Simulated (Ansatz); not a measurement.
## PbCSe3: modes against the lattice constant

Theory: DFT PBEsol, scalar-relativistic, plane waves, PAW in Ansatz. Plane waves to 420 eV; Γ-centred k mesh 8×8×8; Fermi-Dirac smearing of 0.15 eV. No spin polarisation. Phonons by linear response, acoustic sum rule imposed.

The cell is fixed (symmetry leaves no force on the atoms) and stands under 10.1 GPa:
```cif
data_structure
_symmetry_space_group_name_H-M 'P 1'
_symmetry_Int_Tables_number 1
_cell_length_a 4.3931
_cell_length_b 4.3931
_cell_length_c 4.3931
_cell_angle_alpha 90.000
_cell_angle_beta 90.000
_cell_angle_gamma 90.000
_cell_volume 84.78
loop_
_atom_site_label
_atom_site_type_symbol
_atom_site_fract_x
_atom_site_fract_y
_atom_site_fract_z
_atom_site_occupancy
Pb1 Pb 0.00000 0.00000 0.00000 1
C1 C 0.50000 0.50000 0.50000 1
Se1 Se 0.50000 0.50000 0.00000 1
Se2 Se 0.50000 0.00000 0.50000 1
Se3 Se 0.00000 0.50000 0.50000 1
```

Its imaginary modes show that this cell, the ideal cubic perovskite prototype, isn't a minimum of the energy. In a metal, frequencies and elastic constants depend on the k mesh and the smearing, soft modes and shear constants most. Spin–orbit coupling is left out, which matters for heavy elements. A semilocal functional can close a gap that the real compound has.

How do the optical zone-centre modes (counted from the lowest optical one, degenerate ones once; i marks imaginary ones) of this metal change over a = 4.393 and 4.531 Å?

## Answers

```
         a (Å)  4.393  4.531
pressure (GPa)   10.1    0.7
 mode 1 (cm⁻¹)   630i   634i
 mode 4 (cm⁻¹)     71     45
 mode 7 (cm⁻¹)    114     88
mode 10 (cm⁻¹)    165    139
```

Cost: 2 runs of about 2.8 core-minutes in all, on AMD EPYC 9R45 (Zen 5) (shared hosts).